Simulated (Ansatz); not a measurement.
The start is a generated trial cell of Mo in the AFLOW prototype A_tP12_96_ab (as in Si). Cell shape, volume and atoms are optimised at zero target pressure with r2SCAN (plane waves to 500 eV, PAW, scalar-relativistic; Ansatz, a first-principles code). First-step values are on the input's coarse k-mesh.

Ansatz input (later rounds restart from its end on a renewed k-mesh):
Ansatz 0.2 input:
```yaml
crystal:
  lattice:
    - [5.2995325, 0, 0]
    - [0, 5.2995325, 0]
    - [0, 0, 6.6774096]
  atoms:
    - { symbol: Mo, position: [0.0849, 0.0849, 0] }
    - { symbol: Mo, position: [0.5849, 0.4151, 0.25] }
    - { symbol: Mo, position: [0.4151, 0.5849, 0.75] }
    - { symbol: Mo, position: [0.9151, 0.9151, 0.5] }
    - { symbol: Mo, position: [0.1752, 0.3792, 0.2742] }
    - { symbol: Mo, position: [0.6752, 0.1208, 0.9758] }
    - { symbol: Mo, position: [0.3248, 0.8792, 0.4758] }
    - { symbol: Mo, position: [0.8248, 0.6208, 0.7742] }
    - { symbol: Mo, position: [0.6208, 0.8248, 0.2258] }
    - { symbol: Mo, position: [0.1208, 0.6752, 0.0242] }
    - { symbol: Mo, position: [0.8792, 0.3248, 0.5242] }
    - { symbol: Mo, position: [0.3792, 0.1752, 0.7258] }
basis: { ecutwfc: 500, ecutrho_ratio: 4, xc_grid: 4, fft_grid_basis: typed }
kpoints: { mp_grid: { grid: [5, 5, 4] } }
hamiltonian:
  xc: r2scan
  dispersion: none
  pseudopotentials: { kind: paw }
scf: { occupations: { method: fermi_dirac, width: 0.05 } }
relax: { f_tol: 0.01, max_steps: 100, cell: { stress_tol: 0.02 } }
output: { forces: true, stress: true }
```

Outcome: The space group goes from P4₃2₁2 (No. 96) to P4₁2₁2 (No. 92), with 4 atoms in the primitive cell
Energy released: about 1.4 eV/atom
Volume change: +4.9 %, from 15.63 to 16.39 Å³/atom
Shortest distances (start → end): The closest pairs of elements (up to four, under 3.6 Å), start → end: Mo–Mo 2.19 → 2.63 Å
Optimiser moves: 19

Final structure:

Space group P4₁2₁2 (No. 92); a = b = 4.952 Å, c = 2.674 Å, α = β = γ = 90.00°

| atom | site | symmetry | x | y | z |
|---|---|---|---|---|---|
| Mo | 4a | ..2 | 0.1903 | 0.1903 | 0.5000 |

Final values are on a 8×8×14 k-mesh of the relaxed cell. The start holds a very short contact (Mo–Mo 2.19 Å). No spin polarisation in the result.

The run could not lose the symmetry of its start, so the end can be a saddle point.

The relaxed structure here is a generated cell of Mo: the first start was made by placing the elements on the sites of a structure type, and the end was not matched to a known phase here, so it may be hypothetical. Known forms of Mo include space group No. 229.
